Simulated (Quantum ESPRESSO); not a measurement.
## AgTa3Sn2Pd2 (one run as intended and one with a planted mistake)

Simulated, not a measurement. The program is pw.x of Quantum ESPRESSO 7.5 (plane-wave density functional theory). The cell is made up: eight metal atoms on a hexagonal close-packed lattice, with elements, volume, strain and displacements drawn at random and not relaxed, so it may be unstable or far from any real phase. PseudoDojo standard norm-conserving files set the functional (PBE unless stated); there is no spin polarisation or spin-orbit coupling, the Fermi-Dirac width of 0.25 eV means electrons at about 2900 K, and the masses in the input are unused placeholders. The tin pseudopotential is less sure than most, with forces differing by about three percent from a second method on plain tin. Heavy elements are run without spin-orbit coupling, which real alloys of them have. A spin test at this wide smearing found no moment, but such smearing suppresses magnetism that the real alloy may have.

Intended input:

```
&control calculation='scf', pseudo_dir='./dojo.nc.sr.pbe.v0_5.standard.upf', outdir='./o', disk_io='minimal', tprnfor=.true., tstress=.true. /
&system ibrav=0, nat=8, ntyp=4, nbnd=75, ecutwfc=82.02448710, nosym=.true., tot_charge=0,
 occupations='smearing', smearing='fd', degauss=0.0183746611
/
&electrons conv_thr=1.470e-08, electron_maxstep=70, mixing_beta=0.5 /
ATOMIC_SPECIES
Ag 1.0 Ag.upf
Pd 1.0 Pd.upf
Sn 1.0 Sn.upf
Ta 1.0 Ta.upf
CELL_PARAMETERS angstrom
2.976 0.0 4.6888
2.976 0.0 -4.6888
-2.976 5.1546 0.0
ATOMIC_POSITIONS angstrom
Ag 0.0113 0.0244 -0.0105
Ta -1.468 2.5377 -0.0392
Sn 2.9069 1.767 -2.3876
Ta 1.4809 4.3134 -2.4076
Pd 2.959 -0.0438 0.0243
Pd 1.4601 2.5297 0.0555
Ta 2.8764 1.7181 2.3102
Sn 1.507 4.1956 2.3767
K_POINTS automatic
5 5 5 1 1 1
```

The log is shortened where brackets say so; the opening notice, blank lines, dates and the lines on written files are dropped, and the path of the files is cut. It prints rydbergs, bohrs and kilobars, and counts compression as positive stress. Its total energy is the free energy E - TS of the whole cell.

Log of the intended run:

```
     Program PWSCF v.7.5
     Parallel version (MPI & OpenMP), running on       4 processor cores
     Number of MPI processes:                 4
     Threads/MPI process:                     1
     [start-up lines left out]
     bravais-lattice index     =            0
     lattice parameter (alat)  =      10.4946  a.u.
     unit-cell volume          =     970.7697 (a.u.)^3
     number of atoms/cell      =            8
     number of atomic types    =            4
     number of electrons       =       122.00
     number of Kohn-Sham states=           75
     kinetic-energy cutoff     =      82.0245  Ry
     charge density cutoff     =     328.0979  Ry
     scf convergence threshold =      1.5E-08
     mixing beta               =       0.5000
     number of iterations used =            8  plain     mixing
     Exchange-correlation= PBE
                           (   1   4   3   4   0   0   0)
     [axes and pseudopotential details left out]
   Cartesian axes
     site n.     atom                  positions (alat units)
         1        Ag     tau(   1) = (   0.0020348   0.0043936  -0.0018907  )
         2        Ta     tau(   2) = (  -0.2643376   0.4569546  -0.0070586  )
         3        Sn     tau(   3) = (   0.5234352   0.3181774  -0.4299267  )
         4        Ta     tau(   4) = (   0.2666604   0.7766986  -0.4335280  )
         5        Pd     tau(   5) = (   0.5328166  -0.0078869   0.0043756  )
         6        Pd     tau(   6) = (   0.2629150   0.4555141   0.0099937  )
         7        Ta     tau(   7) = (   0.5179431   0.3093722   0.4159895  )
         8        Sn     tau(   8) = (   0.2713601   0.7554868   0.4279639  )
     number of k points=    63  Fermi-Dirac smearing, width (Ry)=  0.0184
                       cart. coord. in units 2pi/alat
        k(    1) = (   0.1866097   0.2154776   0.0000000), wk =   0.0320000
        k(    2) = (   0.1866097   0.4309553   0.0000000), wk =   0.0320000
     [further k points left out]
     Dense  grid:    97439 G-vectors     FFT dimensions: (  64,  64,  72)
     Estimated max dynamical RAM per process >     412.12 MB
     Estimated total dynamical RAM >       1.54 GB
     Initial potential from superposition of free atoms
     starting charge     121.9934, renormalised to     122.0000
     Starting wfcs are   76 randomized atomic wfcs
     total cpu time spent up to now is       11.6 secs
     per-process dynamical memory:   336.5 Mb
     Self-consistent Calculation
     iteration #  1     ecut=    82.02 Ry     beta= 0.50
     Davidson diagonalization with overlap
     ethr =  1.00E-02,  avg # of iterations =  4.9
     total cpu time spent up to now is       40.6 secs
     total energy              =   -1550.41590677 Ry
     estimated scf accuracy    <      11.80063892 Ry
     iteration #  2     ecut=    82.02 Ry     beta= 0.50
     Davidson diagonalization with overlap
     ethr =  9.67E-03,  avg # of iterations =  3.0
     total cpu time spent up to now is       68.8 secs
     total energy              =   -1556.29348540 Ry
     estimated scf accuracy    <      28.75395914 Ry
     [iterations 3 to 15 left out]
     iteration # 16     ecut=    82.02 Ry     beta= 0.50
     Davidson diagonalization with overlap
     ethr =  1.67E-11,  avg # of iterations =  2.3
     total cpu time spent up to now is      399.2 secs
     total energy              =   -1557.82905646 Ry
     estimated scf accuracy    <       0.00000002 Ry
     iteration # 17     ecut=    82.02 Ry     beta= 0.50
     Davidson diagonalization with overlap
     ethr =  1.67E-11,  avg # of iterations =  1.2
     total cpu time spent up to now is      420.4 secs
     End of self-consistent calculation
     [lines on levels left out]
!    total energy              =   -1557.82905646 Ry
     estimated scf accuracy    <          9.0E-10 Ry
     smearing contrib. (-TS)   =      -0.09446197 Ry
     internal energy E=F+TS    =   -1557.73459449 Ry
     The total energy is F=E-TS. E is the sum of the following terms:
     one-electron contribution =    -458.88836393 Ry
     hartree contribution      =     305.41708963 Ry
     xc contribution           =    -308.22792269 Ry
     ewald contribution        =   -1096.03539751 Ry
     convergence has been achieved in  17 iterations
     Forces acting on atoms (cartesian axes, Ry/au):
     atom    1 type  1   force =    -0.00700265   -0.01192820   -0.00767278
     atom    2 type  4   force =    -0.01838471   -0.00287038    0.01452889
     atom    3 type  3   force =    -0.00763303   -0.03693791    0.02693728
     atom    4 type  4   force =    -0.00213511   -0.02270788    0.02518816
     atom    5 type  2   force =     0.00533980    0.00281646    0.00205912
     atom    6 type  2   force =     0.00224284    0.00991661   -0.03273877
     atom    7 type  4   force =     0.03432025   -0.00022616   -0.00084275
     atom    8 type  3   force =    -0.00674738    0.06193746   -0.02745915
     Total force =     0.105550     Total SCF correction =     0.000070
     Computing stress (Cartesian axis) and pressure
          total   stress  (Ry/bohr**3)                   (kbar)     P=       42.72
   0.00015037  -0.00000079   0.00011867           22.12       -0.12       17.46
  -0.00000079   0.00027332  -0.00011910           -0.12       40.21      -17.52
   0.00011867  -0.00011910   0.00044750           17.46      -17.52       65.83
     init_run     :      9.82s CPU     10.24s WALL (       1 calls)
     electrons    :    398.88s CPU    408.85s WALL (       1 calls)
     forces       :      2.92s CPU      2.96s WALL (       1 calls)
     stress       :      9.96s CPU      9.96s WALL (       1 calls)
     [timing details left out]
     PWSCF        :   7m 2.95s CPU   7m13.47s WALL
     JOB DONE.
```

A second run has one planted mistake: one coordinate of one atom is wrong. The input lines that differ:

```
- Ta 2.8764 1.7181 2.3102
+ Ta 2.8764 1.9081 2.3102
```

Its log:

```
     Program PWSCF v.7.5
     Parallel version (MPI & OpenMP), running on       4 processor cores
     Number of MPI processes:                 4
     Threads/MPI process:                     1
     [start-up lines left out]
     bravais-lattice index     =            0
     lattice parameter (alat)  =      10.4946  a.u.
     unit-cell volume          =     970.7697 (a.u.)^3
     number of atoms/cell      =            8
     number of atomic types    =            4
     number of electrons       =       122.00
     number of Kohn-Sham states=           75
     kinetic-energy cutoff     =      82.0245  Ry
     charge density cutoff     =     328.0979  Ry
     scf convergence threshold =      1.5E-08
     mixing beta               =       0.5000
     number of iterations used =            8  plain     mixing
     Exchange-correlation= PBE
                           (   1   4   3   4   0   0   0)
     [axes and pseudopotential details left out]
   Cartesian axes
     site n.     atom                  positions (alat units)
         1        Ag     tau(   1) = (   0.0020348   0.0043936  -0.0018907  )
         2        Ta     tau(   2) = (  -0.2643376   0.4569546  -0.0070586  )
         3        Sn     tau(   3) = (   0.5234352   0.3181774  -0.4299267  )
         4        Ta     tau(   4) = (   0.2666604   0.7766986  -0.4335280  )
         5        Pd     tau(   5) = (   0.5328166  -0.0078869   0.0043756  )
         6        Pd     tau(   6) = (   0.2629150   0.4555141   0.0099937  )
         7        Ta     tau(   7) = (   0.5179431   0.3435848   0.4159895  )
         8        Sn     tau(   8) = (   0.2713601   0.7554868   0.4279639  )
     number of k points=    63  Fermi-Dirac smearing, width (Ry)=  0.0184
                       cart. coord. in units 2pi/alat
        k(    1) = (   0.1866097   0.2154776   0.0000000), wk =   0.0320000
        k(    2) = (   0.1866097   0.4309553   0.0000000), wk =   0.0320000
     [further k points left out]
     Dense  grid:    97439 G-vectors     FFT dimensions: (  64,  64,  72)
     Estimated max dynamical RAM per process >     412.12 MB
     Estimated total dynamical RAM >       1.54 GB
     Initial potential from superposition of free atoms
     starting charge     121.9934, renormalised to     122.0000
     Starting wfcs are   76 randomized atomic wfcs
     total cpu time spent up to now is       14.6 secs
     per-process dynamical memory:   336.5 Mb
     Self-consistent Calculation
     iteration #  1     ecut=    82.02 Ry     beta= 0.50
     Davidson diagonalization with overlap
     ethr =  1.00E-02,  avg # of iterations =  5.0
     total cpu time spent up to now is       52.5 secs
     total energy              =   -1550.31060057 Ry
     estimated scf accuracy    <      11.94913984 Ry
     iteration #  2     ecut=    82.02 Ry     beta= 0.50
     Davidson diagonalization with overlap
     ethr =  9.79E-03,  avg # of iterations =  3.0
     total cpu time spent up to now is       94.8 secs
     total energy              =   -1556.21576358 Ry
     estimated scf accuracy    <      29.32122544 Ry
     [iterations 3 to 13 left out]
     iteration # 14     ecut=    82.02 Ry     beta= 0.50
     Davidson diagonalization with overlap
     ethr =  1.14E-09,  avg # of iterations =  2.0
     total cpu time spent up to now is      475.2 secs
     total energy              =   -1557.81630082 Ry
     estimated scf accuracy    <       0.00000014 Ry
     iteration # 15     ecut=    82.02 Ry     beta= 0.50
     Davidson diagonalization with overlap
     ethr =  1.12E-10,  avg # of iterations =  2.0
     total cpu time spent up to now is      508.1 secs
     End of self-consistent calculation
     [lines on levels left out]
!    total energy              =   -1557.81630084 Ry
     estimated scf accuracy    <          9.4E-09 Ry
     smearing contrib. (-TS)   =      -0.09193636 Ry
     internal energy E=F+TS    =   -1557.72436448 Ry
     The total energy is F=E-TS. E is the sum of the following terms:
     one-electron contribution =    -459.78967476 Ry
     hartree contribution      =     305.87172780 Ry
     xc contribution           =    -308.26432222 Ry
     ewald contribution        =   -1095.54209530 Ry
     convergence has been achieved in  15 iterations
     Forces acting on atoms (cartesian axes, Ry/au):
     atom    1 type  1   force =    -0.00630983   -0.00639999   -0.01544656
     atom    2 type  4   force =    -0.02451890   -0.00335656    0.01879864
     atom    3 type  3   force =    -0.00923145   -0.03918061    0.02820204
     atom    4 type  4   force =     0.00498212    0.00013906    0.02474370
     atom    5 type  2   force =     0.00752152    0.00700938    0.00883532
     atom    6 type  2   force =     0.00010002    0.01157951   -0.03616156
     atom    7 type  4   force =     0.06031148   -0.07365431   -0.00220679
     atom    8 type  3   force =    -0.03285497    0.10386352   -0.02676478
     Total force =     0.166175     Total SCF correction =     0.000226
     Computing stress (Cartesian axis) and pressure
          total   stress  (Ry/bohr**3)                   (kbar)     P=       53.25
   0.00026525  -0.00006590   0.00011998           39.02       -9.69       17.65
  -0.00006590   0.00037454  -0.00008227           -9.69       55.10      -12.10
   0.00011998  -0.00008227   0.00044613           17.65      -12.10       65.63
     init_run     :     10.64s CPU     11.17s WALL (       1 calls)
     electrons    :    480.98s CPU    493.56s WALL (       1 calls)
     forces       :      4.23s CPU      4.29s WALL (       1 calls)
     stress       :     13.15s CPU     13.15s WALL (       1 calls)
     [timing details left out]
     PWSCF        :   8m32.43s CPU   8m45.71s WALL
     JOB DONE.
```

```
                                            intended run  run with the mistake
                          free energy (eV)    -21195.344            -21195.171
         entropy term -TS, part of it (eV)        -1.285                -1.251
                            pressure (GPa)          4.27                  5.32
size of the largest force component (eV/Å)         1.592                 2.670
largest change of a force component (eV/Å)                               1.888
                                iterations            17                    15
```

For scale, a rerun of the intended cell at a higher cutoff and on a denser mesh moved values by no more than 0.004 eV in energy, 0.03 GPa in stress and 0.003 eV/Å in force, and a second program with other atomic files agreed on that cell to 2 % rms in force and 0.5 GPa in pressure.